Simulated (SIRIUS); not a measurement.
SIRIUS run on SiC (P6_3mc, 4 atoms in the cell; from Materials Project mp-7140, changed as shown): self-consistent single point.

Level of theory: PBE, PseudoDojo 0.5 standard norm-conserving PBE (tails mended) pseudopotentials (plane waves; SIRIUS 7.12.0).

The change in words: volume scaled by 1.04. Reference geometry (P6_3mc):
```xyz
4
Lattice="3.0735 0.0000 0.0000 -1.5368 2.6617 0.0000 0.0000 0.0000 5.0453" Properties=species:S:1:pos:R:3 pbc="T T T"
Si     0.0000     1.7745     2.5206
Si     1.5368     0.8872     5.0432
C      0.0000     1.7745     4.4166
C      1.5368     0.8872     1.8940
```

Reference input (self-consistent single point, DFT, PBE, plane waves, PseudoDojo 0.5 standard norm-conserving PBE (tails mended) pseudopotentials): parameters.ngridk = 10 10 6; parameters.xc_functionals = [XC_GGA_X_PBE, XC_GGA_C_PBE]; parameters.gk_cutoff = 9.055 1/bohr; parameters.pw_cutoff = 18.111 1/bohr; parameters.smearing = gaussian; parameters.smearing_width = 0.0001 Ha; potentials = PseudoDojo 0.5 standard norm-conserving PBE (tails mended) pseudopotentials; parameters.electronic_structure_method = pseudopotential; parameters.num_bands = 12; parameters.num_mag_dims = 0; parameters.num_dft_iter = 100; parameters.energy_tol = 1e-07 Ha. This run's input differs from it in these lines:

```diff
@@ -32,7 +32,7 @@
     "lattice_vectors": [
-      [1.0000000243, 0.0, 0.0],
-      [-0.5000000122, 0.8660255098, 0.0],
-      [0.0, 0.0, 1.6415271539]
+      [1.0000000382, 0.0, 0.0],
+      [-0.5000000191, 0.8660256712, 0.0],
+      [0.0, 0.0, 1.6415272015]
     ],
-    "lattice_vectors_scale": 5.808092,
+    "lattice_vectors_scale": 5.88452,
     "atom_coordinate_units": "A",
@@ -45,8 +45,8 @@
       "Si": [
-        [-1.5368e-06, 1.7744928872, 2.5206069],
-        [1.5367565368, 0.8872451128, 5.0432319]
+        [-1.557e-06, 1.7978435656, 2.553775344],
+        [1.556978557, 0.8989204344, 5.109595344]
       ],
       "C": [
-        [-1.5368e-06, 1.7744928872, 4.41661185],
-        [1.5367565368, 0.8872451128, 1.89398685]
+        [-1.557e-06, 1.7978435656, 4.474729656],
+        [1.556978557, 0.8989204344, 1.918909656]
       ]
```

Output (repeated stretches shortened):

```
[find] density tolerance         : 1e-06
[find] total energy tolerance    : 1e-07
[find] iter_solver_tol (initial) : 0.01
[find] iter_solver_tol (target)  : 1e-13
[find] num_dft_iter              : 100
Charges and magnetic moments
--------------------------------------------------------------------------------
total charge          : 16.000000
[find] | SCF iteration   0 out of 100|
[diagonalize] iterative solver tolerance (occupied, empty): 0.01 0.01
[diagonalize] average number of iterations: 3.08929
[find] Charges and magnetic moments
[find] total charge          : 16.000000
[find] Energy
   [... lines left out ...]

[find] Charges and magnetic moments
[find] total charge          : 16.000000
[find] Energy
[find] smearing (-TS)                 :       0.00000000
[find] Total energy                   :     -20.53925062 (Ha),     -41.07850124 (Ry)
[find] Free energy (E-TS)             :     -20.53925062 (Ha),     -41.07850124 (Ry)
[find] band gap (eV)                  :       2.49512479
[find] Efermi                         :       0.38225337
[find] iteration : 20, RMS (target) : 7.8954e-07 (1.0000e-06) , energy difference (target) : -6.7740e-11 (1.0000e-07)
[find] bands are converged : false
[find] iterative solver converged : false
[find] converged after 21 SCF iterations!
[find] Charges and magnetic moments
[find] total charge          : 16.000000
[find] Energy
[find] smearing (-TS)                 :       0.00000000
[find] Total energy                   :     -20.53925062 (Ha),     -41.07850124 (Ry)
[find] Free energy (E-TS)             :     -20.53925062 (Ha),     -41.07850124 (Ry)
[find] band gap (eV)                  :       2.49512479
[find] Efermi                         :       0.38225337
[ground_state] === stress tensor components [kbar] ===
[ground_state] === stress_total ===
[ground_state]    43.944026   -0.000000   -0.000000
[ground_state]    -0.000000   43.944002    0.000000
[ground_state]    -0.000000    0.000000   44.003766
[ground_state] ==== total Forces in Ha/bohr =====
[ground_state] atom:    0, force:       0.0000000     -0.0000000     -0.0000636
[ground_state] atom:    1, force:      -0.0000000      0.0000000     -0.0000636
[ground_state] atom:    2, force:      -0.0000000     -0.0000000      0.0000635
[ground_state] atom:    3, force:      -0.0000000      0.0000000      0.0000635
```

The run converged in 21 iterations. SIRIUS prints the stress tensor with tension positive. Against the reference run the free energy stays essentially unchanged (within 1 meV/atom), the pressure goes from 3.88 to -4.40 GPa, the largest force hardly changes (0.004 to 0.003 eV/Å) and the gap on the mesh goes from 2.434 to 2.495 eV.

The structure comes from a collection of computed structures, made at another level of theory; the collection holds predicted forms beside known ones.

Cost on one core: about 80 core-seconds (a rough figure).

The gap that the log prints is read on the run's mesh, which can miss the band edges or a crossing.

“Tails mended”: in these copies of the files the far tail of each local potential was reset to the Coulomb form.
